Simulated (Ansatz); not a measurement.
YCl3 (space group C2/m)

```
CELL_PARAMETERS angstrom
      3.42684    -5.91395     0.00000
      3.42684     5.91395     0.00000
     -2.26569     0.00000     5.91321
ATOMIC_POSITIONS crystal
  Y  0.16632 0.83368 0.00000
  Y  0.83368 0.16632 0.00000
  Cl 0.93722 0.58114 0.24502
  Cl 0.06278 0.41886 0.75498
  Cl 0.41886 0.06278 0.75498
  Cl 0.58114 0.93722 0.24502
  Cl 0.78002 0.78002 0.74737
  Cl 0.21998 0.21998 0.25263
```

The slice is a (1 0 -1) plane (indices of the conventional cell) through the point (0.581, 0.937, 0.245) (fractional), spanned by u = [111] and v = [1 -1 0] in vectors of this cell: u (7.48 Å) and v (11.83 Å, at 90° to u). It covers one period; positions are fractions (u, v).

Computed with r2SCAN+rVV10 (plane waves to 500 eV, PAW, scalar-relativistic; Ansatz, a quantum-chemistry and plane-wave program). k mesh 6×6×6. These are valence fields of a PAW run, semicore shells included where kept as valence: close to a nucleus they are smooth pseudo fields. YCl3 is run without spin polarisation. YCl3 was relaxed with its symmetry unable to fall.

Q: Predict the map of the electron localisation function (ELF) on the slice.

A: 
```
|x@@: #@@@@-  %@|
|@@#  =%@@=-%*.%|
|==.   -=:.@x@+.|
|         :@xx# |
|*=.   -*+.%@@:-|
|@@*  =%@@%...+@|
|x@%. #@@x@# -@@|
|x@@. #@xx@%.+@x|
|@@#  +@@@@= .%@|
|%#-  .*%%--%*.#|
|.      ...@x@* |
|.        :@xx# |
|%#+  :#%#.%@@:+|
|@@%. *@@@%.:.+@|
|x@@: %@xx@* :@%|
|x@@: %@xx@# -@@|
|@@%. +@@@@+ :%@|
|%#-  .*%%*.  +#|
|.       .      |
|               |
|*=.   :++-   :+|
|@@*  -%@@%= .#@|
|x@@: #@@@@* -@@|
|xx@- %@xx@# -@x|
```
Scale: ten equal steps from 0.00 (start of ' ') to 0.89 (end of '@'), in the order ' .:-=+*#%@'. Values: electron localisation function (ELF). The map has 15 points along u (one character each, u = 0 at the left) and 24 along v (v = 0 in the bottom row). Points within 0.5 Å of a nucleus are blanked (x), as the pseudised field means little there.
